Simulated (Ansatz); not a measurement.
Consider the following.

SiNi:
Space group P2₁3 (No. 198); a = 4.464 Å, b = 4.464 Å, c = 4.464 Å, α = 90.00°, β = 90.00°, γ = 90.00°

```
atom  site  symmetry       x       y       z
----  ----  --------  ------  ------  ------
Si      4a       .3.  0.8469  0.8469  0.8469
Ni      4a       .3.  0.1486  0.1486  0.1486
```

This is the r²SCAN-relaxed structure.

**Question.** All from r²SCAN (plane waves, PAW; program Ansatz), unless another level is named. Predict the electronic character.

**Answer.** metallic (no gap).

**Question.** Give the density of states at the Fermi level.

**Answer.** 0.28 states/eV per atom (mean over ±0.08 eV).

**Question.** Next, the formation energy from the elements (no fitted shifts)?

**Answer.** -0.37 eV/atom.

Space group P2_13. The workflow started from a Materials Project entry (that database holds measured and hypothetical structures alike); the Crystallography Open Database copy checked does not list it. It is not the phase usual at ambient conditions (space group No. 62). The cell was relaxed with r²SCAN under the symmetry of its start; its stability against distortions is not shown here. The run is not spin-polarised. The references are the lowest solids computed at this level, not always the standard phases.

Potentials: the later of the program's two PAW sets.
